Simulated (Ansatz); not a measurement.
**HfO₂: energy along a strain**

HfO₂, Fm-3m, a = 5.058 Å. This isn't the usual stable structure of the compound. Ansatz: r2SCAN, PAW, 500 eV, Γ-centred 8×8×8 mesh on 3 atoms, Gaussian smearing 0.05 eV; no spin polarisation. Cell vectors (Å): 0.000 2.529 2.529; 2.529 0.000 2.529; 2.529 2.529 0.000. The cell is strained by x per cent times the pattern (0 0 0 1 0 0) in the order xx yy zz yz xz xy (engineering shears), with fractional coordinates held. y is the free energy over the start, V0 = 10.785 Å³/atom. Symmetry makes y even in x.

| x (%) | y (meV/atom) |
| --- | --- |
| -4.00 | ? |
| -2.00 | 1.35 |
| 0.00 | 0.00 |
| 0.50 | 0.08 |
| 1.00 | 0.33 |
| 1.50 | 0.76 |
| 2.50 | 2.12 |
| 3.00 | 3.06 |
| 3.50 | 4.17 |

Q: Fit y = c2 x² + c4 x⁴ to the other rows, get the stiffness along the pattern, and predict the missing energy.

A: Least squares on the rows shown. y = 0.3370 x² + 0.0002892 x⁴. The clamped-ion stiffness p·C·p = 2 × 3.370 eV × 160.2 / 10.785 Å³ = 100 GPa, which is C44 in these axes. At x = -4.00 the fit asked for gives 5.47 meV/atom. The run gave 5.46 meV/atom, so the fit is 0.01 meV/atom too high, a small miss on the scale of the series.

Spin–orbit coupling is left out, which can shift energies with elements as heavy as these.